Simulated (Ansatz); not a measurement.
ReW (CsCl type, Pm-3m) at seven volumes, r²SCAN in the plane-wave PAW code Ansatz, scaled uniformly. One row is withheld.

| V (Å³/atom) | P (GPa) |
|---|---|
| 13.964 | 40.47 |
| 14.424 | 24.85 |
| 14.885 | 11.44 |
| 15.345 | 0.00 |
| 15.806 | ? |
| 16.266 | -18.04 |
| 16.726 | -25.10 |

**Question.** Fit the shown pressures and predict the withheld one.

**Answer.** P = (3/2)B₀(x^(7/2) − x^(5/2))[1 + (3/4)(B′ − 4)(x − 1)] with x = (V₀/V)^(2/3). Least squares on the six rows gives V₀ = 15.347 Å³/atom, B₀ = 351 GPa, B′ = 4.27. At V = 15.806, x = 0.9805 and P = -9.71 GPa. The run itself gave -9.75 GPa.

A made-up cell: these elements were put on the sites of a structure type; neither database checked (COD, Materials Project) lists it. Whether it is the stable phase at ambient conditions was not checked. The cell was relaxed with r²SCAN under the symmetry of its start; whether a distortion lowers the energy is not shown. The run is not spin-polarised. Spin–orbit coupling is left out wherever it is not named.

Potentials: the earlier of the program's two PAW sets.
